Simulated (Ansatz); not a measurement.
Yb3Si5:
Space group P-62m (No. 189); a = b = 6.4147 Å, c = 4.1335 Å, α = β = 90.00°, γ = 120.00°

| atom | site | symmetry | x | y | z |
|---|---|---|---|---|---|
| Yb | 3f | m2m | 0.0000 | 0.6356 | 0.0000 |
| Si | 2d | -6.. | 0.3333 | 0.6667 | 0.5000 |
| Si | 3g | m2m | 0.7461 | 0.7461 | 0.5000 |

Relaxed at zero pressure with PBEsol in the plane-wave PAW code Ansatz.

Task: The volume is lowered by 9 % and shape and atoms relax at that volume. What pressure results, and how do the axes share the change?

Result: 9.2 GPa; a -3.2 %, b -3.2 %, c -3.0 %; the energy rises by 43 meV/atom.

Task: Give the new structure.

Result: 
Space group P-62m (No. 189); a = b = 6.2118 Å, c = 4.0112 Å, α = β = 90.00°, γ = 120.00°

```json
[
 {"atom": "Yb", "site": "3f", "symmetry": "m2m", "x": "0.0000", "y": "0.6330", "z": "0.0000"},
 {"atom": "Si", "site": "2d", "symmetry": "-6..", "x": "0.3333", "y": "0.6667", "z": "0.5000"},
 {"atom": "Si", "site": "3g", "symmetry": "m2m", "x": "0.7536", "y": "0.7536", "z": "0.5000"}
]
```

The phase is kept; no other phase was compared at this pressure.

The workflow started from a Materials Project entry (that database holds measured and hypothetical structures alike); the Crystallography Open Database copy checked does not list it. Its standing as an ambient phase is unchecked. The cell was relaxed with PBEsol under the symmetry of its start; its stability against distortions is not shown here. No spin polarisation was allowed. The 4f shell is in the valence. No Hubbard U is applied. Spin–orbit coupling is left out wherever it is not named.

Potentials: the later of the program's two PAW sets.
